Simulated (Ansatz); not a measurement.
TiS₂:
```yaml
crystal:
  lattice:
    - [3.31482, 0.00000, 0.00000]
    - [-1.65741, 2.87072, 0.00000]
    - [0.00000, 0.00000, 5.44654]
  atoms:
    - { symbol: Ti, position: [0.00000, 0.00000, 0.00000] }
    - { symbol: S, position: [0.33333, 0.66667, 0.26093] }
    - { symbol: S, position: [0.66667, 0.33333, 0.73907] }
```

Relaxed with LDA.

Problem. Map the electron localisation function on the plane through (0.000, 0.000, 0.000) spanned by u = [0, 0, 1] and v = [1, -1, 0] in lattice vectors, from LDA in the plane-wave PAW code Ansatz.

Solution. x is the fraction of u, y of v (the angle between them is 90°; rows are the nearest grid lines); atoms in the plane: Ti at (0.00, 0.00), S at (0.26, 0.33), S at (0.74, 0.67).
```
| .+*-                  -*+. |
| :**-   .         ...  -**: |
|**+-. ....     .:-+++=::-*#*|
|=-:. .....     :+##%%%*-:-==|
|.   .....     :+#%@@@@%#=:..|
|.   .....    .-#@@@@@@@%#=:.|
|-:..         -#@@@%=:=#%%#*-|
|=:.          =%@@@*   =#%%*=|
|=:.         .=%@@@*   -#%%*=|
|=:....       -#@@@#:.:+%%%*=|
|-::-=++++=-. .-#@@@%%%@%%#=-|
|::=+##%%%#*=...=#%@@@@%%#+-:|
|:-+#%%@@@@%#=...=*#%%%##+=::|
|-=#%%@%%%@@@#-. .-=++++=-::-|
|=*%%%+:.:#@@@#-       ....:=|
|=*%%#-   *@@@%=.         .:=|
|=*%%#=   *@@@%=          .:=|
|-*#%%#=:=%@@@#-         ..:-|
|.:=#%@@@@@@@#-.    .....   .|
|..:=#%@@@@%#+:     .....   .|
|==-:-*%%%##+:     ..... .:-=|
|*#*-::=+++-:.     .... .-+**|
| :**-  ...         .   -**: |
| .+*-                  -*+. |
```
Scale: ten equal steps from 0.001 (start of ' ') to 0.913 (end of '@'), in the order ' .:-=+*#%@'; x runs from 0.000 to 1.00, y from 0.000 (bottom) to 1.00 (top).

The density is the valence pseudo-density with augmentation charge, so density and ELF within about 1 Å of a nucleus are not all-electron values.

Space group P-3m1 (CdI2 type). Symmetry was held in the LDA relaxation. The run is not spin-polarised. A crystal of weakly bound layers computed without a dispersion correction: the cell and the soft elastic constants depend strongly on that.

Potentials: the later of the program's two PAW sets.
